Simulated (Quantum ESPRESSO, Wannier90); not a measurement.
# Wannierisation of TaSe₂ (R-3m)

Structure: Materials Project mp-567724, symmetrised, not relaxed again. COD (Crystallography Open Database) has the formula in 5 space groups, this one among them (matched by group alone). Method: PBEsol plane waves in Quantum ESPRESSO 7.5 (PseudoDojo norm-conserving files, 69 Ry, spinors with spin-orbit coupling), Bloch states on a 6×6×6 mesh through Γ, Wannier90 4.0.1. Density: 10×10×10 mesh, cold smearing 0.01 Ry. The cell is built of weakly bound layers, chains or molecules, whose nearest atoms lie 3.95 Å apart. Database cells relaxed without dispersion often hold them too far apart, which can enlarge gaps and weakens couplings between them; spacing and stacking were not compared with the measured crystal.

```
begin unit_cell_cart
ang
   -1.7544000137    3.0387099605    0.0000000000
   -3.5088000274    0.0000000000    0.0000000000
   -1.7544000137    1.0129033202    6.6456570000
end unit_cell_cart
mp_grid = 6 6 6
```

Q: Which shells of neighbouring k-points and which b-vectors and weights does Wannier90 pick for this cell and mesh?

A: 
```
 *---------------------------------- K-MESH ----------------------------------*
 +----------------------------------------------------------------------------+
 |                    Distance to Nearest-Neighbour Shells                    |
 |                    ------------------------------------                    |
 |          Shell             Distance (Ang^-1)          Multiplicity         |
 |          -----             -----------------          ------------         |
 |             1                   0.157576                      2            |
 |             2                   0.315152                      2            |
 |             3                   0.348599                      6            |
 |             4                   0.360275                      6            |
 |             5                   0.403615                      6            |
 |             6                   0.433284                      6            |
 |             7                   0.472729                      2            |
 |             8                   0.503934                      6            |
       ... (lines left out)
 +----------------------------------------------------------------------------+
 | The b-vectors are chosen automatically                                     |
 | The following shells are used:                       1,  3                 |
 +----------------------------------------------------------------------------+
 |                        Shell   # Nearest-Neighbours                        |
 |                        -----   --------------------                        |
 |                          1               2                                 |
 |                          2               6                                 |
 +----------------------------------------------------------------------------+
 | Completeness relation is fully satisfied [Eq. (B1), PRB 56, 12847 (1997)]  |
 +----------------------------------------------------------------------------+
 |                  b_k Vectors (Ang^-1) and Weights (Ang^2)                  |
 |                  ----------------------------------------                  |
 |            No.         b_k(x)      b_k(y)      b_k(z)        w_b           |
 |            ---        --------------------------------     --------        |
 |             1         0.000000    0.000000    0.157576    19.201139        |
 |             2         0.000000    0.000000   -0.157576    19.201139        |
 |             3        -0.298449   -0.172310   -0.052525     2.806726        |
 |             4         0.000000    0.344619   -0.052525     2.806726        |
 |             5        -0.298449    0.172310    0.052525     2.806726        |
 |             6         0.298449    0.172310    0.052525     2.806726        |
 |             7         0.000000   -0.344619    0.052525     2.806726        |
 |             8         0.298449   -0.172310   -0.052525     2.806726        |
```
